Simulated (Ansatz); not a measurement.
# Sb (Pm-3m), tetragonal deformation path

These are results of Ansatz, DFT r2SCAN, scalar-relativistic, plane waves, PAW, not measurements. Settings: plane waves to 500 eV, k-mesh 16×16×16 (Γ-centred), Gaussian smearing 0.15 eV. No spin polarisation. Energies are free energies at this smearing, counted from the undisturbed cell; pressure is positive in compression.

The starting cell (as given, not relaxed at this level; it stands at -3.8 GPa; this simple cubic form isn't the usual structure):

```
CELL_PARAMETERS angstrom
3.16000 0.00000 0.00000
0.00000 3.16000 0.00000
0.00000 0.00000 3.16000
ATOMIC_POSITIONS crystal
Sb 0.00000 0.00000 0.00000
```

At fixed volume and fractional coordinates, lengths along (0.000, 0.000, 1.000) are scaled against those across it; ρ is that ratio over its starting value. The cell is metallic on the mesh throughout.

```csv
ρ,ΔE (meV/atom)
0.650,1737.0
0.707,1073.0
0.780,512.8
0.850,195.0
0.920,40.9
0.960,8.5
1.050,14.1
1.100,51.7
1.200,168.4
1.300,299.8
1.414,454.2
1.500,597.0
```